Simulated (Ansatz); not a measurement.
BN:
```cif
data_B2N2
_chemical_formula_sum 'B2 N2'
_space_group_name_H-M_alt 'P63mc'
_space_group_IT_number 186
_space_group_name_Hall 'P 6c -2c'
_cell_length_a 2.54058
_cell_length_b 2.54058
_cell_length_c 4.20266
_cell_angle_alpha 90.000
_cell_angle_beta 90.000
_cell_angle_gamma 120.000
loop_
_atom_site_label
_atom_site_type_symbol
_atom_site_symmetry_multiplicity
_atom_site_Wyckoff_symbol
_atom_site_fract_x
_atom_site_fract_y
_atom_site_fract_z
_atom_site_occupancy
B1 B 2 b 0.33333 0.66667 0.49974 1
N1 N 2 b 0.33333 0.66667 0.12526 1
```

Relaxed with PBEsol.

### Question
Decompose the optical modes at the zone centre into irreducible representations, and say which are infrared and Raman allowed.

### Answer
Point group 6mm: Γ_opt = A1 + 2B1 + E1 + 2E2. Infrared: A1, E1. Raman: A1, E1, E2.

### Question
Assign frequencies (DFPT, the program Ansatz at the PBEsol level (PAW); without the LO–TO term).

### Answer
E2 469, E2 961, B1 966, A1 1025, E1 1058, B1 1117 cm⁻¹.

Subscripts of B labels follow the axes of the standard setting.

Space group P6_3mc (wurtzite). Symmetry was held in the PBEsol relaxation.

Potentials: the earlier of the program's two PAW sets. The files were generated under PBE; for other functionals the program regenerates the frozen cores, and for LDA and PBEsol the local potential too.
